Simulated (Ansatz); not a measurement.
# From the elastic tensor of KPrBr₄ to moduli and sound speeds

Method: DFT PBE, scalar-relativistic, plane waves, PAW, and for the lanthanide a 4f-in-core norm-conserving potential (Ansatz). Plane waves to 660 eV; Γ-centred k mesh 6×6×4; fixed occupations. No spin polarisation.

Space group P4/mmm (No. 123), tetragonal, a = 5.149 Å, c = 7.889 Å. Around K lie 8 Br at 3.38 Å; Pr has 8 Br at 3.11 Å; Br is surrounded by 2 Pr at 3.11 Å, 2 K at 3.38 Å and 5 Br at 3.50–3.64 Å.

It was reached by relaxing an invented guess, and it needn't be the stable form of this composition.

Relaxed-ion constants (GPa, on the Cartesian axes of the calculation):
C11 = 46.2, C12 = 29.1, C13 = 9.4, C22 = 46.2, C23 = 9.4, C33 = 31.8, C44 = 5.5, C55 = 5.5, C66 = 23.5 GPa; the others vanish.

Density 3.966 g/cm³; 6 atoms in 209.17 Å³.

```
Bulk modulus, Voigt / Reuss / Hill          : 24.5 / 21.9 / 23.2 GPa
Shear modulus, Voigt / Reuss / Hill         : 12.0 / 8.4 / 10.2 GPa
Young's modulus                             : 27 GPa
Poisson ratio                               : 0.308
Pugh ratio B/G                              : 2.27 (over 1.75, the rule of thumb for ductile)
Universal anisotropy index                  : 2.21
Longitudinal and transverse sound speeds    : 3046 and 1604 m/s
Debye temperature from the mean sound speed : 163 K
```

The lanthanide is trivalent by construction, without f bands, f moments or other valences.
